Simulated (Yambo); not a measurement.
K₂LiRhF₆ (space group Fm-3m, No. 225), G0W0@LDA in Yambo with this input:

```
rim_cut
gw0
dyson
el_el_corr
HF_and_locXC
ppa
em1d
RandQpts= 1000000
RandGvec= 1 Ry
EXXRLvcs= 88 Ry
VXCRLvcs= 352 Ry
Chimod= "HARTREE"
% BndsRnXp
 6 | 200 |
%
NGsBlkXp= 7 Ry
% LongDrXp
 1.0 | 1.0 | 1.0 |
%
PPAPntXp= 27.2114 eV
% GbndRnge
 1 | 200 |
%
GTermKind= "BG"
DysSolver= "n"
ExtendOut
```

On a 2×2×2 mesh, with wavefunctions cut at 88 Ry, the gap (X → X) is 5.367 eV and the valence edge shifts by -1.437 eV.

What happens with this change: exchange cut at 5 Ry?

The gap rises by 0.235 eV, to 5.602 eV; the shift of the valence edge becomes 4.059 eV. Neither run is shown to be the converged limit.

Spin-orbit coupling is not included.

Geometry of the Materials Project entry, not relaxed at this level; primitive cell a = 5.6652 Å, b = 5.6652 Å, c = 5.6652 Å, α = 60.00°, β = 60.00°, γ = 60.00°.

The structure is a Materials Project entry; no match was found in the copy of COD used, and its stability was not checked.

A shift is the quasiparticle energy of the state minus its LDA energy.
